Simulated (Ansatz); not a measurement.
Relaxed candidate structures of BaTiO3:

A. Pm-3m (No. 221), cP5, cubic perovskite type; a = 3.970 Å, b = 3.970 Å, c = 3.970 Å, α = 90.00°, β = 90.00°, γ = 90.00°; Ba 1a (0.000, 0.000, 0.000); Ti 1b (0.500, 0.500, 0.500); O 3c (0.000, 0.500, 0.500); non-magnetic

B. R-3c, hexagonal axes (No. 167), hR10, AFLOW prototype ABC3_hR10_167_a_b_e (G0_1, as in CaCO3); a = b = 6.152 Å, c = 17.599 Å, α = β = 90.00°, γ = 120.00°; Ti 6a (0.000, 0.000, 0.250); Ba 6b (0.000, 0.000, 0.000); O 18e (0.286, 0.286, 0.750); non-magnetic

C. R3m, hexagonal axes (No. 160), hR5; a = 5.635 Å, b = 5.635 Å, c = 6.926 Å, α = 90.00°, β = 90.00°, γ = 120.00°; Ti 3a (0.000, 0.000, 0.413); Ba 3a (0.000, 0.000, 0.902); O 9b (0.169, 0.338, 0.221); non-magnetic

D. P4mm (No. 99), tP5; a = b = 3.470 Å, c = 6.282 Å, α = β = γ = 90.00°; Ba 1b (0.500, 0.500, 0.544); Ti 1a (0.000, 0.000, 0.126); O 1b (0.500, 0.500, 0.915); O 2c (0.000, 0.500, 0.260); non-magnetic

Task: Rank these by energy per atom (lowest first), as PBEsol (plane waves to 420 eV, PAW, scalar-relativistic; Ansatz, a first-principles code) gives it.

Result: C (reference, the lowest of the structures calculated here), A (+4 meV/atom), B (+519 meV/atom), D (+1.10 eV/atom)

Task: Which candidates are metallic at this level, and what gaps do the others have?

Result: No gap: D. A: 1.82 eV (no spin-orbit coupling); B: 2.57 eV (no spin-orbit coupling); C: 2.32 eV (no spin-orbit coupling).

Probably no minimum, since a slightly shaken restart fell lower: R-3c, hR10, AFLOW prototype ABC3_hR10_167_a_b_e (G0_1, as in CaCO3), non-magnetic (by 0.52 eV/atom, to R3m); P4mm, tP5, non-magnetic (by 1.10 eV/atom, to R3m). 1 run with a doubtful electronic state, a coarser numerical grid, an end not at rest or a source that can't be used is left out. Each run could gain symmetry but not lose that of its start, so entries can be saddle points. From databases, or of a type measured for this composition: Pm-3m, cP5, cubic perovskite type, non-magnetic; R3m, hR5, non-magnetic; the others are generated cells (placed on structure types, drawn at random, substituted or restacked) that were not matched to a known phase here. Each structure is listed in the lowest spin state found for it. Energies are at zero temperature and pressure, without zero-point motion. No spin polarisation in the result. The d or f electrons are treated with no Hubbard U. Gaps of cells over 8 atoms come from the SCF mesh and high-symmetry points alone.
